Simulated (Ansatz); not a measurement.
This Ansatz input for GdMn in the CsCl-type structure was spoiled on purpose:

```yaml
crystal:
  lattice:
    - [3.6371248547, 0.0, 0.0]
    - [0.0, 3.6371248547, 0.0]
    - [0.0, 0.0, 3.6371248547]
  atoms:
    - { symbol: Gd, position: [0.0, 0.0, 0.0], spin: 7.0 }
    - { symbol: Mn, position: [0.5, 0.5, 0.5], spin: -3.5 }
basis:
  ecutwfc: 500
  ecutrho_ratio: 4
kpoints:
  mp_grid: { grid: [10, 10, 10] }
hamiltonian:
  xc: r2scan
scf:
  max_iter: 80
output:
  forces: true
  stress: true
magnetization:
  spin_polarized: true
```

Launched as:
```sh
ansatz run input.yaml --threads 2 --pin off --max-ram 2662MiB --backend cpu --events-out ev --progress --plain --runs-dir out
```

Question: What is wrong with it?

Answer: No occupation method. Against the sound input: scf.occupations: {"method": "gaussian", "width": 0.05} → null (the cap on iterations is only a precaution).

What the program printed:

```
Error: YAML parse error: `scf.occupations.method` is required: fixed only where the cell keeps a band gap throughout the run, explicit beside scf.occupations.values (under evaluate: without them), else a smearing such as fermi_dirac (scf.occupations.width is optional; its entry in the input reference gives the default)
```

The input was refused before any iteration. Cost: 0.02 s on 2 threads of Intel(R) Xeon(R) 6975P-C (Granite Rapids), on a shared host, peak memory 0.03 GiB. The run before the change (r²SCAN, 500 eV, 10×10×10 mesh) gave:

| run | P (GPa) | gap on the mesh (eV) | cell moment (μB) | largest force component (eV/Å) |
| --- | --- | --- | --- | --- |
| sound | 0.0 | metal | 3.66 | 0.000 |

The two runs also differ in their start: the sound one had the moments 8.13, -4.61 μB typed, and went on from the state of an earlier run.

The cell came from substitution into a structure type; whether the compound takes it is for experiment to say.

Of that run: Without a U the 4f levels of Gd lie too near the Fermi level, so their share of the states there, and what hangs on it, is overstated. The run wasn't fully tested for a lower electronic state.
